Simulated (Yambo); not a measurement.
A G0W0@PBEsol run in Yambo for TlBr (CsCl type, space group Pm-3m, No. 221) (4×4×4 Γ-centred k mesh, 288 bands and a 10 Ry block in the screening, 288 bands in G with the Bruneval-Gonze terminator, plasmon pole fitted at 27.2 eV) gives these matrix elements, in eV, at the band edges (X → R):

```csv
state,E0,<Vxc>,<Σx>,<Σc(E0)>,Z
valence edge,0.000,-13.184,-15.600,1.117,0.800
conduction edge,1.214,-9.055,-6.275,-2.641,0.824
```

### Question
Solve the linearised quasiparticle equation for both states, give the gap, and say how exchange and correlation each act on it.

### Answer
E = E0 + Z(Σx + Σc − Vxc). Valence: 0.000 + 0.800 × (-15.600 + (1.117) − (-13.184)) = -1.04 eV. Conduction: 1.214 + 0.824 × (-6.275 + (-2.641) − (-9.055)) = 1.33 eV. The gap is 2.37 eV, against 1.21 eV in PBEsol. Replacing Vxc by bare exchange alone would open it by 5.20 eV; correlation takes back 3.76 eV of that, and Z scales what is left. Nearest settings tried, and what they do to the gap: 180 bands in W, 180 bands in G: -33 meV; 8 Ry block (179 vectors against 257): -47 meV. Not varied: mesh. So the settings aren't converged at that level. 

The standard potential for Tl keeps a d shell in the valence without the s and p states of that shell. In tests on such compounds this moved G0W0 gaps by up to about 0.9 eV, so absolute quasiparticle energies here are unreliable; differences between settings are what counts.

Spin-orbit coupling is included.

Geometry of the Materials Project entry, not relaxed at this level; primitive cell a = 4.000 Å, b = 4.000 Å, c = 4.000 Å, α = 90.00°, β = 90.00°, γ = 90.00°.
